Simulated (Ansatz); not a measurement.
# Sr2NbBiO6, one structure, two calculations

Cell: a Materials Project structure (computed, not necessarily an observed phase), atoms as given.

Space group Pn-3:1 (No. 201); a = 8.5173 Å.

| site | Wyckoff | site symmetry | x | y | z |
| --- | --- | --- | --- | --- | --- |
| Sr1 | 2a | 23. | 0.5000 | 0.5000 | 0.5000 |
| Sr3 | 6d | 222.. | 0.0000 | 0.0000 | 0.5000 |
| Nb | 4b | .-3. | 0.2500 | 0.2500 | 0.2500 |
| Bi | 4c | .-3. | 0.7500 | 0.7500 | 0.7500 |
| O | 24h | 1 | 0.2130 | 0.2969 | 0.4805 |

One atom of each set is listed.

First run. The numbers come from a DFT calculation in Ansatz (PBE, plane waves and PAW, scalar-relativistic, 420 eV cutoff, Γ-centred 3×3×3 k-points, Fermi–Dirac smearing 0.02 eV).

```json
{"site": "Sr3", "V_zz (10²¹ V/m²)": "14.02", "η": "0.06"}
{"site": "Nb", "V_zz (10²¹ V/m²)": "-0.70", "η": "0.00"}
{"site": "Bi", "V_zz (10²¹ V/m²)": "-1.31", "η": "0.00"}
{"site": "O", "V_zz (10²¹ V/m²)": "2.63", "η": "0.68"}
```

Second run. The same atoms and settings, except that the functional is r2SCAN and the cutoff is 500 eV.

(1) What does the second run give?

## Answers

(1) 

```
site   V_zz     η  change of V_zz
 Sr3  14.61  0.05           +0.59
  Nb  -0.69  0.00           +0.01
  Bi  -1.25  0.00           +0.06
   O   2.68  0.71           +0.05
```

The largest change of V_zz is on Sr3, from 14.02 to 14.61. In per cent, |V_zz| changes by +4 on Sr, -1 on Nb, -5 on Bi, +2 on O (all sites that start above 0.5). Sites without a gradient aren't listed.

Spin–orbit coupling is left out, which shifts gradients on Bi by a few per cent, and by more where contributions nearly cancel.
For the first run: The largest force is 0.4 eV/Å, so the atoms aren't at the calculated equilibrium and relaxing them would move these values.
For the second run: At this cell the r2SCAN pressure is -5 GPa, so with r2SCAN the cell would shrink if it were relaxed. The entry's cell may itself be off. The largest force is 0.5 eV/Å, so the atoms aren't at the calculated equilibrium and relaxing them would move these values.
